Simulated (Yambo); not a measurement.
Material: CsO (space group Immm, No. 71); a = 5.336 Å, b = 5.336 Å, c = 5.336 Å, α = 132.85°, β = 106.91°, γ = 91.67° (4 atoms in the cell). Cell and atoms were relaxed with PBEsol from Materials Project entry mp-7896, within its symmetry.

With PBEsol (Quantum ESPRESSO, PseudoDojo norm-conserving, 84 Ry, without SOC), the gap between the mesh's edge points (Γ → Γ) is 1.868 eV.

Q: Estimate the G0W0 gap between the same points from Yambo (4×4×4 Γ-centred k mesh, 110 bands and a 6 Ry block in the screening, 110 bands in G with the Bruneval-Gonze terminator, plasmon pole fitted at 27.2 eV).

A: The correction is 1.380 eV, giving 3.248 eV, 1.7 times the PBEsol value. The mesh misses a band edge: along a dense path the PBEsol gap is 1.72 eV against 1.87 eV on the mesh. Convergence of the G0W0 settings was not tested. 

The structure is a Materials Project entry; no match was found in the copy of COD used, and its stability was not checked.
